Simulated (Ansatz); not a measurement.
Relaxed candidate structures of ReSe2:

**A**
```
ReSe2
1.0
    1.96301    -8.17558     0.00000
    1.96301     8.17558     0.00000
    0.00000     0.00000     3.91942
Se Re
4 2
Cartesian
  1.96301  -6.83644   0.97986
  1.96301   6.83644   2.93956
  1.96301   4.08826   0.97986
  1.96301  -4.08826   2.93956
  1.96301  -2.63698   0.97986
  1.96301   2.63698   2.93956
```

**B**
```
ReSe2
1.0
    0.00000     5.30232     5.30232
    5.30232     0.00000     5.30232
    5.30232     5.30232     0.00000
Se Re
4 2
Direct
  0.12500   0.12500   0.12500
  0.62500   0.12500   0.12500
  0.12500   0.62500   0.12500
  0.12500   0.12500   0.62500
  0.25000   0.25000   0.25000
  0.00000   0.00000   0.00000
```

**C**
```cif
data_Re2Se4
_chemical_formula_sum 'Re2 Se4'
_space_group_name_H-M_alt 'P 1'
_space_group_IT_number 1
_cell_length_a 5.39200
_cell_length_b 6.16050
_cell_length_c 3.40142
_cell_angle_alpha 90.000
_cell_angle_beta 90.000
_cell_angle_gamma 90.000
loop_
_space_group_symop_operation_xyz
  'x, y, z'
loop_
_atom_site_label
_atom_site_type_symbol
_atom_site_fract_x
_atom_site_fract_y
_atom_site_fract_z
_atom_site_occupancy
Re1 Re 0.50000 0.50000 0.50000 1
Re2 Re 0.00000 0.00000 0.00000 1
Se1 Se 0.69918 0.86128 0.50000 1
Se2 Se 0.19918 0.63872 0.00000 1
Se3 Se 0.80082 0.36128 0.00000 1
Se4 Se 0.30082 0.13872 0.50000 1
```

**D**
```
ReSe2
1.0
    4.42316     0.00000     0.00000
   -2.21158     3.83057     0.00000
    0.00000     0.00000     6.03548
Re Se
2 4
Direct
  0.33333   0.66667   0.25000
  0.66667   0.33333   0.75000
  0.00000   0.00000   0.00000
  0.00000   0.00000   0.50000
  0.33333   0.66667   0.75000
  0.66667   0.33333   0.25000
```

Problem. Put the candidates in order of energy per atom, lowest first, for r2SCAN (plane waves to 500 eV, PAW, scalar-relativistic; Ansatz, a program for electronic structure).

Solution. C (reference), B (+0.55 eV/atom), A (+0.91 eV/atom), D (+1.15 eV/atom)

The lowest structure calculated, P2₁2₁2, oP12, is not among these; it lies 0.08 eV/atom below the lowest of them. Probably no minimum, since a slightly shaken restart fell lower: Pnnm, oP6, AFLOW prototype AB2_oP6_58_a_g (as in Fe2C) (by 0.08 eV/atom, to P2₁2₁2).  3 generated cells of layers, chains or molecules, poorly bound without dispersion, are left out. Each run could gain symmetry but not lose that of its start, so entries can be saddle points. All of these are generated cells (placed on structure types, drawn at random, substituted or restacked) that were not matched to a known phase here. The real structure of this composition may not be among these. Static energies at zero pressure. No spin polarisation in the result.
